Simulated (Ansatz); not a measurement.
MoN₂:
```xyz
3
Lattice="1.4913 0.8610 4.4492 -1.4913 0.8610 4.4492 0.0000 -1.7220 4.4492" Properties=species:S:1:pos:R:3 pbc="T T T"
Mo     0.0000     0.0000    13.3446
N      0.0000     0.0000     5.5366
N      0.0000     0.0000     3.3560
```
The run is spin-polarised; directions of the spins, atom by atom: 0 ↑ ↑.

Relaxed with PBE+D3(BJ).

Question: Which orbitals make up the states near the Fermi level in DFT-PBE+D3(BJ) in the program Ansatz with PAW potentials?

Answer: Within 0.5 eV of the Fermi level: N 2p 60 %, Mo 4d 36 %. Projections are on Löwdin-orthogonalised atomic valence shells; empty p or d shells of many metals are not among them.

Question: Tabulate the density of states.

Answer: States/eV per cell of 3 atoms, in 0.25 eV bins, energy from the Fermi level.

| E (eV) | total | N 2p | Mo 4d | N 2s |
|---|---|---|---|---|
| -7.85 | 0.00 | 0.00 | 0.00 | 0.00 |
| -7.60 | 0.00 | 0.00 | 0.00 | 0.00 |
| -7.35 | 0.00 | 0.00 | 0.00 | 0.00 |
| -7.10 | 0.04 | 0.02 | 0.01 | 0.00 |
| -6.85 | 0.22 | 0.13 | 0.08 | 0.01 |
| -6.60 | 0.44 | 0.24 | 0.15 | 0.01 |
| -6.35 | 0.82 | 0.45 | 0.29 | 0.03 |
| -6.10 | 1.56 | 0.83 | 0.58 | 0.06 |
| -5.85 | 2.12 | 1.12 | 0.80 | 0.09 |
| -5.60 | 2.11 | 1.10 | 0.80 | 0.08 |
| -5.35 | 1.48 | 0.79 | 0.57 | 0.05 |
| -5.10 | 1.97 | 1.03 | 0.82 | 0.06 |
| -4.85 | 2.31 | 1.23 | 0.94 | 0.07 |
| -4.60 | 2.29 | 1.31 | 0.84 | 0.08 |
| -4.35 | 2.41 | 1.42 | 0.84 | 0.09 |
| -4.10 | 2.70 | 1.64 | 0.87 | 0.12 |
| -3.85 | 2.28 | 1.40 | 0.71 | 0.11 |
| -3.60 | 2.26 | 1.42 | 0.69 | 0.10 |
| -3.35 | 2.73 | 1.76 | 0.78 | 0.12 |
| -3.10 | 2.99 | 1.99 | 0.83 | 0.10 |
| -2.85 | 3.07 | 2.16 | 0.74 | 0.08 |
| -2.60 | 2.47 | 1.83 | 0.50 | 0.06 |
| -2.35 | 1.67 | 1.32 | 0.26 | 0.04 |
| -2.10 | 1.17 | 0.95 | 0.16 | 0.02 |
| -1.85 | 0.67 | 0.56 | 0.08 | 0.01 |
| -1.60 | 0.20 | 0.17 | 0.02 | 0.01 |
| -1.35 | 0.07 | 0.06 | 0.00 | 0.00 |
| -1.10 | 0.14 | 0.08 | 0.06 | 0.00 |
| -0.85 | 1.41 | 0.73 | 0.64 | 0.02 |
| -0.60 | 2.32 | 1.17 | 1.07 | 0.04 |
| -0.35 | 2.33 | 1.37 | 0.87 | 0.05 |
| -0.10 | 1.99 | 1.03 | 0.87 | 0.04 |
| 0.15 | 1.64 | 0.97 | 0.59 | 0.05 |
| 0.40 | 1.89 | 1.33 | 0.46 | 0.06 |
| 0.65 | 1.42 | 1.04 | 0.31 | 0.04 |
| 0.90 | 1.10 | 0.69 | 0.36 | 0.03 |
| 1.15 | 0.88 | 0.42 | 0.42 | 0.02 |
| 1.40 | 0.74 | 0.29 | 0.43 | 0.01 |
| 1.65 | 0.70 | 0.23 | 0.45 | 0.01 |
| 1.90 | 0.70 | 0.20 | 0.48 | 0.01 |
| 2.15 | 0.68 | 0.17 | 0.49 | 0.00 |
| 2.40 | 0.70 | 0.16 | 0.52 | 0.01 |
| 2.65 | 0.73 | 0.17 | 0.54 | 0.01 |
| 2.90 | 0.74 | 0.17 | 0.55 | 0.00 |
| 3.15 | 0.99 | 0.25 | 0.71 | 0.01 |
| 3.40 | 1.45 | 0.43 | 0.95 | 0.03 |
| 3.65 | 2.46 | 0.79 | 1.49 | 0.11 |
| 3.90 | 3.02 | 1.01 | 1.76 | 0.15 |
| 4.15 | 2.58 | 0.90 | 1.45 | 0.13 |
| 4.40 | 2.64 | 0.99 | 1.42 | 0.13 |
| 4.65 | 3.05 | 1.18 | 1.58 | 0.18 |

Space group R3m. The start of the workflow was typed in or built on a structure type; neither database checked (COD, Materials Project) lists it. Its standing as an ambient phase is unchecked. The PBE+D3(BJ) relaxation kept the symmetry of its start; its stability against distortions is not shown here. Magnetic state: ferromagnetic, the only order run, not a proven ground state. The cell computed holds one magnetic atom, so no antiferromagnetic order was within reach. Its formation energy is positive at this level, so the cell may be metastable or incomplete. No Hubbard U is applied. Scalar-relativistic: spin–orbit coupling is off unless named, which matters more the heavier the elements.

Potentials: the later of the program's two PAW sets.
